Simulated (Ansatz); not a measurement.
Consider the following.

SiGe:
```
CELL_PARAMETERS angstrom
      3.80607     0.00000     0.00000
      0.00000     3.80607     0.00000
      0.00000     0.00000     5.84315
ATOMIC_POSITIONS crystal
  Ge 0.50000 0.00000 0.29402
  Ge 0.00000 0.50000 0.70598
  Si 0.00000 0.00000 0.00000
  Si 0.50000 0.50000 0.00000
```

This is the r²SCAN-relaxed structure.

Problem. All from the program Ansatz at the r²SCAN level (PAW), unless another level is named. Give the electronic character.

Solution. metallic (no gap).

Problem. Next, the formation energy from the elements (no fitted shifts)?

Solution. 0.50 eV/atom.

Problem. Predict the density of states at the Fermi level.

Solution. 0.23 states/eV per atom (mean over ±0.08 eV).

Space group P4/nmm. A made-up cell: these elements were put on the sites of a structure type; neither database checked (COD, Materials Project) lists it. Whether it is the stable phase at ambient conditions was not checked. The r²SCAN relaxation kept the symmetry of its start; whether a distortion lowers the energy is not shown. A crystal of weakly bound layers computed without a dispersion correction: the cell and the soft elastic constants depend strongly on that. The references are the lowest solids computed at this level, not always the standard phases. Spin–orbit coupling is left out wherever it is not named.

Potentials: the later of the program's two PAW sets.
